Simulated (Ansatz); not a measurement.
Relaxed-ion elastic tensor of InAg$_{3}$ (Cu3Au type, space group No. 221) in GPa (Voigt order), the program Ansatz at the PBEsol level (PAW); density 10.27 g/cm³, 17.71 Å³ per atom.

```
 121  96.5  96.5   0.0   0.0   0.0
96.5   121  96.5   0.0   0.0   0.0
96.5  96.5   121   0.0   0.0   0.0
 0.0   0.0   0.0  47.0   0.0   0.0
 0.0   0.0   0.0   0.0  47.0   0.0
 0.0   0.0   0.0   0.0   0.0  47.0
```

Question: Is the crystal mechanically stable?

Answer: Yes: the smallest eigenvalue of C is 24.3 GPa.

Question: Work out the Voigt, Reuss and Hill averages.

Answer: K_V = 105, K_R = 105, K_H = 105; G_V = 33.1, G_R = 21.9, G_H = 27.5 GPa.

Question: Give Young's modulus, Poisson's ratio, Pugh's ratio and the universal anisotropy index.

Answer: E = 9KG/(3K + G) = 75.8 GPa; ν = 0.38; K/G = 3.81 (ductile by the Pugh limit of 1.75); A_U = 5G_V/G_R + K_V/K_R − 6 = 2.55.

Question: Estimate the sound speeds and the Debye temperature.

Answer: v_l = √((K + 4G/3)/ρ) = 3710 m/s, v_t = √(G/ρ) = 1640 m/s, mean 1850 m/s; Θ = (h/k)(3n/4πV)^(1/3) v_m = 211 K.

Question: Give the Zener ratio and Young's modulus along [100], [110] and [111].

Answer: A = 2C44/(C11 − C12) = 3.86; 1/E = S11 − 2(S11 − S12 − S44/2)Γ with Γ = 0, 1/4, 1/3 gives 35.1, 75.6, 123 GPa.

Space group Pm-3m (Cu3Au type). The workflow started from an entry of the Crystallography Open Database (COD). Its standing as an ambient phase is unchecked. The cell was relaxed with PBEsol under the symmetry of its start; of distortions, only those at the zone centre were tested. The run is not spin-polarised. As this level gives no gap, shear constants depend on the k-mesh and smearing (Fermi–Dirac, 0.1 eV here).

Potentials: the later of the program's two PAW sets.
